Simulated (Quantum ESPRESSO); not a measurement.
## MgAlGaS4 (one run as intended and one with a planted mistake)

Computed values, not a measurement. The program is pw.x of Quantum ESPRESSO 7.5 (plane-wave density functional theory). The cell is made up: 7 atoms on a zincblende/diamond lattice with one site empty, with randomly drawn elements, strain and displacements, not relaxed. PseudoDojo standard norm-conserving files (v0.5 for PBE, v0.4.1 for LDA and PBEsol) set the functional; there is no spin polarisation, spin-orbit coupling or dispersion term, and the masses in the input are unused placeholders.

Intended input:

```
&control calculation='scf', pseudo_dir='./dojo.nc.sr.pbe.v0_5.standard.upf', outdir='./o', disk_io='medium', tprnfor=.true., tstress=.true. /
&system ibrav=0, nat=7, ntyp=4, nbnd=31, ecutwfc=84.00895049, nosym=.true., tot_charge=0,
 occupations='smearing', smearing='fd', degauss=0.0018374661
/
&electrons conv_thr=7.350e-09, electron_maxstep=60, /
ATOMIC_SPECIES
Al 1.0 Al.upf
Ga 1.0 Ga.upf
Mg 1.0 Mg.upf
S 1.0 S.upf
CELL_PARAMETERS angstrom
5.438 0.0186 -0.0118
0.0186 5.4338 -0.0287
-0.0118 -0.0287 5.5429
ATOMIC_POSITIONS angstrom
Mg 0.0578 0.0627 0.0704
Al 0.04 2.7245 2.9049
Ga 2.6533 0.0048 2.6544
S 1.4373 1.299 1.3013
S 1.352 4.1354 4.1483
S 4.1362 1.2735 4.2403
S 4.1223 4.0596 1.2749
K_POINTS automatic
4 4 4 1 1 1
```

The log is shortened where brackets say so; the opening notice, blank lines, dates and the lines on written files are dropped, and the path of the files is cut. It prints rydbergs, bohrs and kilobars, and counts compression as positive stress. Where no state is partly filled, the Fermi energy that it prints is only some level between the filled and the empty states on the mesh, and need not lie in the true gap.

Log of the intended run:

```
     Program PWSCF v.7.5
     Parallel version (MPI & OpenMP), running on       1 processor cores
     Number of MPI processes:                 1
     Threads/MPI process:                     1
     [start-up lines left out]
     bravais-lattice index     =            0
     lattice parameter (alat)  =      10.2764  a.u.
     unit-cell volume          =    1105.2425 (a.u.)^3
     number of atoms/cell      =            7
     number of atomic types    =            4
     number of electrons       =        50.00
     number of Kohn-Sham states=           31
     kinetic-energy cutoff     =      84.0090  Ry
     charge density cutoff     =     336.0358  Ry
     scf convergence threshold =      7.3E-09
     mixing beta               =       0.7000
     number of iterations used =            8  plain     mixing
     Exchange-correlation= PBE
                           (   1   4   3   4   0   0   0)
     [axes and pseudopotential details left out]
   Cartesian axes
     site n.     atom                  positions (alat units)
         1        Mg     tau(   1) = (   0.0106288   0.0115299   0.0129458  )
         2        Al     tau(   2) = (   0.0073556   0.5010073   0.5341810  )
         3        Ga     tau(   3) = (   0.4879143   0.0008827   0.4881166  )
         4        S      tau(   4) = (   0.2643046   0.2388726   0.2392956  )
         5        S      tau(   5) = (   0.2486188   0.7604572   0.7628293  )
         6        S      tau(   6) = (   0.7606043   0.2341834   0.7797472  )
         7        S      tau(   7) = (   0.7580482   0.7465183   0.2344409  )
     number of k points=    32  Fermi-Dirac smearing, width (Ry)=  0.0018
                       cart. coord. in units 2pi/alat
        k(    1) = (   0.1248405   0.1253229   0.1235500), wk =   0.0625000
        k(    2) = (   0.1253683   0.1266166   0.3688286), wk =   0.0625000
     [further k points left out]
     Dense  grid:   114933 G-vectors     FFT dimensions: (  60,  60,  64)
     Estimated max dynamical RAM per process >     139.68 MB
     Initial potential from superposition of free atoms
     starting charge      49.9939, renormalised to      50.0000
     Starting wfcs are   34 randomized atomic wfcs
     total cpu time spent up to now is        7.9 secs
     per-process dynamical memory:    89.2 Mb
     Self-consistent Calculation
     iteration #  1     ecut=    84.01 Ry     beta= 0.70
     Davidson diagonalization with overlap
     ethr =  1.00E-02,  avg # of iterations =  4.1
     Threshold (ethr) on eigenvalues was too large:
     Diagonalizing with lowered threshold
     Davidson diagonalization with overlap
     ethr =  8.40E-04,  avg # of iterations =  1.1
     total cpu time spent up to now is       49.8 secs
     total energy              =    -364.70547565 Ry
     estimated scf accuracy    <       0.40964320 Ry
     iteration #  2     ecut=    84.01 Ry     beta= 0.70
     Davidson diagonalization with overlap
     ethr =  8.19E-04,  avg # of iterations =  2.0
     total cpu time spent up to now is       71.9 secs
     total energy              =    -364.79853010 Ry
     estimated scf accuracy    <       0.20348447 Ry
     [iterations 3 to 8 left out]
     iteration #  9     ecut=    84.01 Ry     beta= 0.70
     Davidson diagonalization with overlap
     ethr =  3.79E-10,  avg # of iterations =  2.0
     total cpu time spent up to now is      234.7 secs
     total energy              =    -364.84592563 Ry
     estimated scf accuracy    <       0.00000001 Ry
     iteration # 10     ecut=    84.01 Ry     beta= 0.70
     Davidson diagonalization with overlap
     ethr =  2.70E-11,  avg # of iterations =  3.0
     total cpu time spent up to now is      261.2 secs
     End of self-consistent calculation
     [lines on levels left out]
     the Fermi energy is     5.1628 ev
!    total energy              =    -364.84592563 Ry
     estimated scf accuracy    <          6.1E-09 Ry
     smearing contrib. (-TS)   =      -0.00000000 Ry
     internal energy E=F+TS    =    -364.84592563 Ry
     The total energy is F=E-TS. E is the sum of the following terms:
     one-electron contribution =    -226.36243735 Ry
     hartree contribution      =     131.93080412 Ry
     xc contribution           =     -85.04336425 Ry
     ewald contribution        =    -185.37092815 Ry
     convergence has been achieved in  10 iterations
     Forces acting on atoms (cartesian axes, Ry/au):
     atom    1 type  3   force =    -0.02196560   -0.03979788   -0.00423522
     atom    2 type  1   force =    -0.01971735   -0.00916694   -0.02845163
     atom    3 type  2   force =     0.03886297   -0.02351693    0.02521759
     atom    4 type  4   force =     0.02189719    0.08734008    0.06671592
     atom    5 type  4   force =     0.03332523   -0.03750615   -0.04169949
     atom    6 type  4   force =    -0.03736838    0.05705904   -0.08039397
     atom    7 type  4   force =    -0.01503405   -0.03441123    0.06284681
     Total force =     0.198384     Total SCF correction =     0.000180
     Computing stress (Cartesian axis) and pressure
          total   stress  (Ry/bohr**3)                   (kbar)     P=      -10.28
  -0.00006276  -0.00001790   0.00015517           -9.23       -2.63       22.83
  -0.00001790  -0.00005172   0.00001373           -2.63       -7.61        2.02
   0.00015517   0.00001373  -0.00009510           22.83        2.02      -13.99
     init_run     :      7.41s CPU      7.84s WALL (       1 calls)
     electrons    :    241.65s CPU    253.29s WALL (       1 calls)
     forces       :      3.95s CPU      4.03s WALL (       1 calls)
     stress       :     15.73s CPU     15.85s WALL (       1 calls)
     [timing details left out]
     PWSCF        :   4m28.95s CPU   4m41.46s WALL
     JOB DONE.
```

A second run has one planted mistake: the k-point mesh is too coarse. The input lines that differ, file-writing options aside:

```
- 4 4 4 1 1 1
+ 2 2 2 1 1 1
```

Its log:

```
     Program PWSCF v.7.5
     Parallel version (MPI & OpenMP), running on       1 processor cores
     Number of MPI processes:                 1
     Threads/MPI process:                     1
     [start-up lines left out]
     bravais-lattice index     =            0
     lattice parameter (alat)  =      10.2764  a.u.
     unit-cell volume          =    1105.2425 (a.u.)^3
     number of atoms/cell      =            7
     number of atomic types    =            4
     number of electrons       =        50.00
     number of Kohn-Sham states=           31
     kinetic-energy cutoff     =      84.0090  Ry
     charge density cutoff     =     336.0358  Ry
     scf convergence threshold =      7.3E-09
     mixing beta               =       0.7000
     number of iterations used =            8  plain     mixing
     Exchange-correlation= PBE
                           (   1   4   3   4   0   0   0)
     [axes and pseudopotential details left out]
   Cartesian axes
     site n.     atom                  positions (alat units)
         1        Mg     tau(   1) = (   0.0106288   0.0115299   0.0129458  )
         2        Al     tau(   2) = (   0.0073556   0.5010073   0.5341810  )
         3        Ga     tau(   3) = (   0.4879143   0.0008827   0.4881166  )
         4        S      tau(   4) = (   0.2643046   0.2388726   0.2392956  )
         5        S      tau(   5) = (   0.2486188   0.7604572   0.7628293  )
         6        S      tau(   6) = (   0.7606043   0.2341834   0.7797472  )
         7        S      tau(   7) = (   0.7580482   0.7465183   0.2344409  )
     number of k points=     4  Fermi-Dirac smearing, width (Ry)=  0.0018
                       cart. coord. in units 2pi/alat
        k(    1) = (   0.2496809   0.2506457   0.2471001), wk =   0.5000000
        k(    2) = (   0.2486253   0.2480584  -0.2434571), wk =   0.5000000
     [further k points left out]
     Dense  grid:   114933 G-vectors     FFT dimensions: (  60,  60,  64)
     Estimated max dynamical RAM per process >     139.68 MB
     Initial potential from superposition of free atoms
     starting charge      49.9939, renormalised to      50.0000
     Starting wfcs are   34 randomized atomic wfcs
     total cpu time spent up to now is        3.0 secs
     per-process dynamical memory:    80.1 Mb
     Self-consistent Calculation
     iteration #  1     ecut=    84.01 Ry     beta= 0.70
     Davidson diagonalization with overlap
     ethr =  1.00E-02,  avg # of iterations =  4.0
     Threshold (ethr) on eigenvalues was too large:
     Diagonalizing with lowered threshold
     Davidson diagonalization with overlap
     ethr =  8.54E-04,  avg # of iterations =  1.0
     total cpu time spent up to now is        9.5 secs
     total energy              =    -364.69577922 Ry
     estimated scf accuracy    <       0.41850997 Ry
     iteration #  2     ecut=    84.01 Ry     beta= 0.70
     Davidson diagonalization with overlap
     ethr =  8.37E-04,  avg # of iterations =  2.0
     total cpu time spent up to now is       13.1 secs
     total energy              =    -364.79061030 Ry
     estimated scf accuracy    <       0.20269548 Ry
     [iterations 3 to 8 left out]
     iteration #  9     ecut=    84.01 Ry     beta= 0.70
     Davidson diagonalization with overlap
     ethr =  4.43E-10,  avg # of iterations =  2.0
     total cpu time spent up to now is       34.3 secs
     total energy              =    -364.83804035 Ry
     estimated scf accuracy    <       0.00000001 Ry
     iteration # 10     ecut=    84.01 Ry     beta= 0.70
     Davidson diagonalization with overlap
     ethr =  2.87E-11,  avg # of iterations =  3.2
     total cpu time spent up to now is       37.2 secs
     End of self-consistent calculation
     [lines on levels left out]
     the Fermi energy is     5.0431 ev
!    total energy              =    -364.83804035 Ry
     estimated scf accuracy    <          7.2E-09 Ry
     smearing contrib. (-TS)   =       0.00000000 Ry
     internal energy E=F+TS    =    -364.83804035 Ry
     The total energy is F=E-TS. E is the sum of the following terms:
     one-electron contribution =    -226.37810699 Ry
     hartree contribution      =     131.96829401 Ry
     xc contribution           =     -85.05729921 Ry
     ewald contribution        =    -185.37092815 Ry
     convergence has been achieved in  10 iterations
     Forces acting on atoms (cartesian axes, Ry/au):
     atom    1 type  3   force =    -0.02200468   -0.03976508   -0.00440922
     atom    2 type  1   force =    -0.01975085   -0.00906613   -0.02828342
     atom    3 type  2   force =     0.03888668   -0.02361355    0.02510514
     atom    4 type  4   force =     0.02128063    0.08592044    0.06758088
     atom    5 type  4   force =     0.03215620   -0.03648697   -0.04270758
     atom    6 type  4   force =    -0.03616453    0.05613138   -0.08112030
     atom    7 type  4   force =    -0.01440346   -0.03312009    0.06383450
     Total force =     0.197654     Total SCF correction =     0.000201
     Computing stress (Cartesian axis) and pressure
          total   stress  (Ry/bohr**3)                   (kbar)     P=       -8.24
  -0.00004980  -0.00001946   0.00015389           -7.33       -2.86       22.64
  -0.00001946  -0.00003872   0.00001527           -2.86       -5.70        2.25
   0.00015389   0.00001527  -0.00007946           22.64        2.25      -11.69
     init_run     :      2.72s CPU      2.83s WALL (       1 calls)
     electrons    :     32.62s CPU     34.23s WALL (       1 calls)
     forces       :      0.66s CPU      0.69s WALL (       1 calls)
     stress       :      1.93s CPU      1.98s WALL (       1 calls)
     [timing details left out]
     PWSCF        :     38.13s CPU     39.99s WALL
     JOB DONE.
```

|  | intended run | run with the mistake |
| --- | --- | --- |
| free energy (eV) | -4963.982 | -4963.874 |
| smearing term -TS (eV) | 0.0000 | 0.0000 |
| pressure (GPa) | -1.03 | -0.82 |
| largest force component (eV/Å) | 2.246 | 2.209 |
| largest change of a force component (eV/Å) |  | 0.037 |
| iterations | 10 | 10 |

For scale, a rerun of the intended cell at 1437 eV and a 6 x 6 x 6 mesh moved values by no more than 0.002 eV in energy, 0.02 GPa in stress and 0.002 eV/Å in force.